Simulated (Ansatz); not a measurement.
Calculated electric field gradients for SnSe2 under strain

The cell is a structure deposited in the COD, relaxed with PBE at fixed cell and then changed (z stretched by 1 %, ions relaxed).

```yaml
crystal:
  lattice:
    - [3.81100, 0.00000, 0.00000]
    - [-1.90550, 3.30042, 0.00000]
    - [0.00000, 0.00000, 6.19736]
  atoms:
    - { symbol: Sn, position: [0.00000, 0.00000, 0.00000] }
    - { symbol: Se, position: [0.33333, 0.66667, 0.25925] }
    - { symbol: Se, position: [0.66667, 0.33333, 0.74075] }
```

Atom numbers follow the list; atoms alike are taken as one site, whose name carries the number of the first.

Method: Kohn–Sham DFT in Ansatz, PBE, plane waves and PAW, scalar-relativistic, 420 eV cutoff, Γ-centred 13×13×7 k-points, Fermi–Dirac smearing 0.02 eV.

C_Q = eQV_zz/h, which is 24.18 MHz for Q = 1 b and V_zz = 10²¹ V/m²; η = (V_xx − V_yy)/V_zz.

```tsv
site	atoms (order as listed)	first shell	V_zz (10²¹ V/m²)	η	C_Q (MHz)
Sn	1	6 Se at 2.72 Å	-0.25	0.00	–
Se	2, 3	3 Sn at 2.72 Å	-4.68	0.00	–
```

An axis of threefold or higher order runs through Sn and Se, so V_zz lies along it and η is zero.

Sn, Se have no stable isotope with a ground-state quadrupole moment in the table, so no C_Q is given.

Without spin–orbit coupling (the program notes it for Sn) the gradients can shift somewhat, as the gap is small.
